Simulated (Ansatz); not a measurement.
Trial structure of VWC2, not yet relaxed:

```yaml
crystal:
  lattice:
    - [0.00000, 4.00151, 2.92275]
    - [2.85629, 0.00000, 2.92275]
    - [2.85629, 4.00151, 0.00000]
  atoms:
    - { symbol: V, position: [0.90051, 0.90051, 0.09949] }
    - { symbol: W, position: [0.41714, 0.41714, 0.58286] }
    - { symbol: C, position: [0.65664, 0.30021, 0.69979] }
    - { symbol: C, position: [0.30021, 0.65664, 0.34336] }
```

The calculation used DFT PBE, scalar-relativistic, plane waves, PAW in Ansatz 0.2.0. Cutoff 420 eV; k points 6×6×6 on the computed 4-atom cell (Γ-centred); Gaussian smearing, width 0.10 eV; collinear spin from starting moments 2.0 0.0 0.0 0.0 μB.

Energies over the elements count from the elements' standard structures at the same level, with no fitted energy shifts.

Task: Estimate its pressure, forces and energy as it stands.

Result: The pressure is 49.6 GPa (the mean over three directions, positive in compression), the largest force is 26.13 eV/Å, and the energy is +4.60 eV/atom against the elements. The shortest distance is 1.47 Å, so close that the PAW spheres overlap strongly and these values are rough.

Task: How much does it gain on relaxing, and where does it end?

Result: Relaxing gains about 4.0 eV/atom (the start's value is from the coarse mesh, so the gain is rough) in 16 ionic steps and ends at +0.57 eV/atom on the finer mesh. The symmetry goes from Fmm2 (No. 42) to I4/mmm (No. 139). The volume per atom shrinks by 24.7 %, from 16.7 to 12.6 Å³. The shortest distance goes from 1.47 Å (W–C) to 2.03 Å (V–C and W–C). Conventional cell: a = 4.070 Å, c = 6.078 Å. Around V lie 4 C at 2.03 Å and 6 W at 2.88–3.04 Å; around W lie 4 C at 2.03 Å and 6 V at 2.88–3.04 Å; C has 2 V at 2.03 Å and 2 W at 2.03 Å.

The last run used a 16×16×16 mesh for its 4-atom cell and Gaussian smearing of 0.10 eV. Spin–orbit coupling, which can matter for W, is left out. The reference form of C is held partly by dispersion forces, which this level lacks. Trial moments died out on the coarse mesh, so the last step has no spin; another magnetic start might hold. The relaxation can't lower the symmetry of the start. A structure relaxed within its symmetry needn't be a true minimum.
